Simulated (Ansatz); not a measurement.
Rb2NaScF6:
```xyz
10
Lattice="0.0000 4.2853 4.2853 4.2853 0.0000 4.2853 4.2853 4.2853 0.0000" Properties=species:S:1:pos:R:3 pbc="T T T"
Rb     6.4279     6.4279     6.4279
Rb     2.1426     2.1426     2.1426
Na     4.2853     4.2853     4.2853
Sc     0.0000     0.0000     0.0000
F      2.0167     4.2853     4.2853
F      6.5539     4.2853     4.2853
F      4.2853     2.0167     4.2853
F      4.2853     6.5539     4.2853
F      4.2853     4.2853     2.0167
F      4.2853     4.2853     6.5539
```

Relaxed with r²SCAN. Special points in fractions of this cell's reciprocal vectors: Γ (0.000, 0.000, 0.000); X (0.500, 0.000, 0.500); U (0.625, 0.250, 0.625); K (0.375, 0.375, 0.750); L (0.500, 0.500, 0.500); W (0.500, 0.250, 0.750).

### Question
List the band energies nearest the valence-band maximum at these points for r²SCAN (plane waves, PAW; program Ansatz).

### Answer
In eV from the valence-band maximum; about four levels below and three above (degenerate sets whole), none deeper than 8.9 eV; points with the same levels are listed once.

```csv
k,below,above
Γ,-0.19 -0.19 -0.19 0.00 0.00 0.00,7.82 7.82 7.82
X,-0.39 -0.39 -0.35 -0.35 -0.01,7.87 7.96 7.96
U,-0.34 -0.31 -0.29 -0.08,7.89 7.95 7.95
L,-0.28 -0.28 -0.20 -0.20 -0.15,7.89 7.89 7.90
W,-0.42 -0.40 -0.15 -0.15,7.92 7.92 7.96
```

Space group Fm-3m. The first step of the workflow began from a Materials Project structure, measured or hypothetical; the Crystallography Open Database copy checked does not list it. Whether it is the stable phase at ambient conditions was not checked. The cell was relaxed with r²SCAN under the symmetry of its start; its stability against distortions is not shown here. No spin polarisation was allowed. Scalar-relativistic: spin–orbit coupling is off unless named, which matters more the heavier the elements.

Potentials: the later of the program's two PAW sets.
